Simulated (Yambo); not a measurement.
# How GW settings move the gap: NaTaO₃

G0W0@LDA for NaTaO$_{3}$ (space group P4/mbm, No. 127) in Yambo. Reference settings: 2×2×4 Γ-centred k mesh, bands 5 to 189 and a 7 Ry block in the screening, 189 bands in G with the Bruneval-Gonze terminator, plasmon pole fitted at 27.2 eV. The LDA gap Z → Γ on this mesh is 2.27 eV; G0W0 gaps are taken between the same points.

```json
[
 {"change from the reference": "reference settings", "G0W0 gap Z → Γ (eV)": "4.01", "shift of the valence edge (eV)": "-0.45", "rough Yambo cost": "1"},
 {"change from the reference": "84 bands in W, 84 bands in G", "G0W0 gap Z → Γ (eV)": "4.21", "shift of the valence edge (eV)": "-0.28", "rough Yambo cost": "about 1/4"},
 {"change from the reference": "113 bands in W, 113 bands in G", "G0W0 gap Z → Γ (eV)": "4.10", "shift of the valence edge (eV)": "-0.35", "rough Yambo cost": "about 1/2"},
 {"change from the reference": "wavefunctions cut at 20 Ry", "G0W0 gap Z → Γ (eV)": "3.98", "shift of the valence edge (eV)": "-0.38", "rough Yambo cost": "about 1/4"},
 {"change from the reference": "exchange cut at 10 Ry", "G0W0 gap Z → Γ (eV)": "3.33", "shift of the valence edge (eV)": "0.83", "rough Yambo cost": "–"},
 {"change from the reference": "exchange cut at 5 Ry", "G0W0 gap Z → Γ (eV)": "2.79", "shift of the valence edge (eV)": "2.40", "rough Yambo cost": "–"},
 {"change from the reference": "113 bands in W, 113 bands in G, 2 Ry block", "G0W0 gap Z → Γ (eV)": "4.50", "shift of the valence edge (eV)": "-0.58", "rough Yambo cost": "about 1/4"},
 {"change from the reference": "84 bands in W, 84 bands in G, 6 Ry block", "G0W0 gap Z → Γ (eV)": "4.21", "shift of the valence edge (eV)": "-0.27", "rough Yambo cost": "about 1/3"},
 {"change from the reference": "4 Ry block", "G0W0 gap Z → Γ (eV)": "4.03", "shift of the valence edge (eV)": "-0.39", "rough Yambo cost": "about 1/3"},
 {"change from the reference": "3 Ry block", "G0W0 gap Z → Γ (eV)": "4.15", "shift of the valence edge (eV)": "-0.45", "rough Yambo cost": "about 1/2"},
 {"change from the reference": "62 bands in W, 62 bands in G, 3 Ry block, no terminator", "G0W0 gap Z → Γ (eV)": "4.81", "shift of the valence edge (eV)": "-0.15", "rough Yambo cost": "about 1/8"},
 {"change from the reference": "84 bands in W, 84 bands in G, no terminator", "G0W0 gap Z → Γ (eV)": "4.30", "shift of the valence edge (eV)": "0.09", "rough Yambo cost": "about 1/5"},
 {"change from the reference": "113 bands in W, 113 bands in G, no terminator", "G0W0 gap Z → Γ (eV)": "4.14", "shift of the valence edge (eV)": "-0.01", "rough Yambo cost": "about 1/3"},
 {"change from the reference": "3 Ry block, no terminator", "G0W0 gap Z → Γ (eV)": "4.15", "shift of the valence edge (eV)": "-0.36", "rough Yambo cost": "about 1/2"},
 {"change from the reference": "no terminator", "G0W0 gap Z → Γ (eV)": "4.00", "shift of the valence edge (eV)": "-0.22", "rough Yambo cost": "within a factor of two"}
]
```

The reference isn't shown to be the converged limit. Costs are rough (shared machines), scaled to the same edge states, and given only for runs that recompute the screening.

Spin-orbit coupling is left out, which matters for elements this heavy: edges can move by tenths of an eV.

Geometry of the Materials Project entry, not relaxed at this level; primitive cell a = b = 5.4771 Å, c = 3.9591 Å, α = β = γ = 90.00°.

This is not the ordinary phase of the substance.

A shift is the quasiparticle energy of the state minus its LDA energy.
